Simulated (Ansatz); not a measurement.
Each is relaxed and computed with r²SCAN (plane waves, PAW; program Ansatz). Which is the only one with a gap?
(A) Hf3Ge2, P4/mbm (Hf on 2a, Hf on 4h, Ge on 4g)
(B) Hf3Cu4Si2, P-62m (Hf on 3g, Si on 2c, Cu on 3f, Cu on 1b)
(C) HfO2, P2_1/c (Hf on 4e, O on 4e, O on 4e)
(D) HfCoSi, Pnma (Hf on 4c, Co on 4c, Si on 4c)

C, HfO2, P2_1/c (Hf on 4e, O on 4e, O on 4e). HfO2: gap 4.59 eV (indirect); Hf3Cu4Si2: metal; HfCoSi: metal; Hf3Ge2: metal. Spin orders computed, not proven ground states: HfCoSi, Pnma (Hf on 4c, Co on 4c, Si on 4c) ferromagnetic. Standing as an ambient phase not checked: Hf3Cu4Si2, P-62m (Hf on 3g, Si on 2c, Cu on 3f, Cu on 1b); HfCoSi, Pnma (Hf on 4c, Co on 4c, Si on 4c); Hf3Ge2, P4/mbm (Hf on 2a, Hf on 4h, Ge on 4g). All cells were relaxed under the symmetry of their starts (and spin orders); stability against distortions was not tested throughout. Rows with no word on spin ran without spin polarisation. Spin–orbit coupling is left out wherever it is not named.

Potentials: the later of the program's two PAW sets.
